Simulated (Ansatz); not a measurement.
Here is the system:

Mo₂C:
```cif
data_CMo2
_chemical_formula_sum 'Mo2 C1'
_space_group_name_H-M_alt 'P 1'
_space_group_IT_number 1
_cell_length_a 3.02957
_cell_length_b 3.02957
_cell_length_c 4.62706
_cell_angle_alpha 90.000
_cell_angle_beta 90.000
_cell_angle_gamma 120.000
loop_
_space_group_symop_operation_xyz
  'x, y, z'
loop_
_atom_site_label
_atom_site_type_symbol
_atom_site_fract_x
_atom_site_fract_y
_atom_site_fract_z
_atom_site_occupancy
Mo1 Mo 0.33333 0.66667 0.24934 1
Mo2 Mo 0.66667 0.33333 0.75066 1
C1 C 0.00000 0.00000 0.50000 1
```

This is the PBEsol-relaxed structure.

Task: All from DFT-PBEsol in the program Ansatz with PAW potentials, unless another level is named. Predict the Young's modulus.

Result: 389 GPa.

Task: Give the highest zone-centre frequency.

Result: 18.76 THz.

Space group P-3m1. The workflow started from a Materials Project entry (that database holds measured and hypothetical structures alike); the Crystallography Open Database copy checked does not list it. COD files the formula under space group No. 60, so this cell is another polymorph or a model. Its standing as an ambient phase is unchecked. The PBEsol relaxation kept the symmetry of its start; of distortions, only those at the zone centre were tested. The run is not spin-polarised. As this level gives no gap, phonon frequencies hold no LO–TO term and depend on the k-mesh and smearing (Fermi–Dirac, 0.1 eV here).

Potentials: the later of the program's two PAW sets.
